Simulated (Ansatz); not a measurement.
Li5NCl2 in space group R-3m (No. 166; Pearson symbol hR8), DFT-r²SCAN in the program Ansatz with PAW potentials. The conduction-band minimum lies at L, with 3 equivalent valleys. Second derivatives d²E/dk² of the lowest band at one valley (eV·Å²), along Cartesian directions:

```
direction  d²E/dk²
---------  -------
[100]        15.06
[010]        14.88
[001]        19.56
[110]        14.97
[101]        17.31
[011]        12.38
```

Find the principal effective masses, the density-of-states mass and the conductivity mass.

Off-diagonal terms follow from H_xy = H[110] − (H_xx + H_yy)/2, and m*/mₑ = 7.620 eV·Å² over each eigenvalue: 0.34, 0.51, 0.64. One valley's DOS mass (m₁m₂m₃)^(1/3) = 0.48, conductivity mass 3/(Σ 1/mᵢ) = 0.46 mₑ.

What effective density of states Nc follows at 300 K for parabolic valleys?

Nc = 2.509e19 × 3 × (0.48)^(3/2) ≈ 2.5e19 cm⁻³.

The first step of the workflow began from a Materials Project structure, measured or hypothetical; the Crystallography Open Database copy checked does not list it. Whether it is the stable phase at ambient conditions was not checked. Symmetry was held in the r²SCAN relaxation; its stability against distortions is not shown here.

Potentials: the later of the program's two PAW sets.

Edges and masses are those of Kohn–Sham bands, whose gap is no quasiparticle gap.
